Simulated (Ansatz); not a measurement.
Input and command of a plane-wave DFT calculation in Ansatz:

```yaml
crystal:
  lattice:
    - [0.0, 3.148232, 3.294284]
    - [3.148232, 0.0, 3.294284]
    - [3.148232, 3.148232, 0.0]
  atoms:
    - { symbol: Sn, position: [0.5, 0.5, 0.5] }
    - { symbol: Sn, position: [0.75, 0.75, 0.75] }
basis:
  ecutwfc: 420
kpoints:
  mp_grid: { grid: [12, 12, 12] }
hamiltonian:
  xc: pbe
scf:
  occupations: { method: gaussian, width: 0.15 }
output:
  forces: true
  stress: true
  eigenvalues: true
```

```bash
ansatz run input.yaml --threads 1 --pin off --max-ram 2560MiB --backend cpu --events-out ev --progress --plain --runs-dir out
```

Processor: Intel(R) Xeon(R) Platinum 8259CL CPU @ 2.50GHz (Skylake/Cascade Lake), 1 thread, on a host shared with other jobs.

Q: How long does it run, and how much memory does it take?

A: About 13 s on 1 thread of Intel(R) Xeon(R) Platinum 8259CL CPU @ 2.50GHz (Skylake/Cascade Lake), on a shared host, peak memory 0.48 GiB. It solves 18 bands at 163 k points (the mesh reduced by symmetry) with about 1283 plane waves, in 7 SCF iterations.
